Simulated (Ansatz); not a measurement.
MgO:
```
MgO
1.0
    3.49433     0.00000     0.00000
   -1.74716     3.02618     0.00000
    0.00000     0.00000     4.19509
Mg O
2 2
Direct
  0.66667   0.33333   0.75000
  0.33333   0.66667   0.25000
  0.66667   0.33333   0.25000
  0.33333   0.66667   0.75000
```

Relaxed with PBEsol.

Task: Give the optical modes at the zone centre with their infrared activity from DFPT, DFT-PBEsol in the program Ansatz with PAW potentials.

Result: Transverse frequencies, without the LO–TO term; a row sums one degenerate level.

| ω (cm⁻¹) | degeneracy | IR ((D/Å)²/amu) | activity | symmetry |
|---|---|---|---|---|
| 288 | 2 | 0.00 | IR-inactive | E2g |
| 372 | 1 | 19.38 | IR | A2u |
| 405 | 1 | 0.00 | IR-inactive | B1g |
| 490 | 2 | 30.08 | IR | E1u |
| 499 | 2 | 0.00 | IR-inactive | E2g |
| 532 | 1 | 0.00 | IR-inactive | B1g |

Task: How high does the top mode go among those that the LO–TO term moves?

Result: 691 cm⁻¹ for q along x, 691 cm⁻¹ for q along y, 665 cm⁻¹ for q along z.

Space group P6_3/mmc. The workflow started from a Materials Project entry (that database holds measured and hypothetical structures alike); the Crystallography Open Database copy checked does not list it. It is not the phase usual at ambient conditions (space group No. 225). Symmetry was held in the PBEsol relaxation; phonons on a q-mesh show no instability.

Potentials: the earlier of the program's two PAW sets.
